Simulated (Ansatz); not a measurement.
## Cs (Im-3m), tetragonal deformation path

Computed with Ansatz 0.2.0, DFT PBEsol, scalar-relativistic, plane waves, PAW. Cutoff 420 eV, Γ-centred 12×12×12 k-points, Gaussian smearing of 0.15 eV. No spin polarisation. Energies are free energies at this smearing, counted from the undisturbed cell; pressure is positive in compression.

Zero of the scan (as given, not relaxed at this level; it stands at 0.0 GPa):

```
Cs
1.0
    -3.02250    3.02250    3.02250
     3.02250   -3.02250    3.02250
     3.02250    3.02250   -3.02250
Cs
1
Direct
  0.00000 0.00000 0.00000
```

At fixed volume and fractional coordinates, lengths along (0.000, 0.000, 1.000) are scaled against those across it; ρ is that ratio over its starting value. The cell is metallic on the mesh throughout.

Task: Over the sampled range (0.707 to 1.414), is the undisturbed cell the lowest point?

Result: No: the energy is lower at ρ = 1.414, -1.0 in ΔE (meV/atom).

The scan:

| ρ | ΔE (meV/atom) |
| --- | --- |
| 0.707 | 36.2 |
| 0.850 | 4.3 |
| 1.000 | 0.0 |
| 1.200 | 0.1 |
| 1.414 | -1.0 |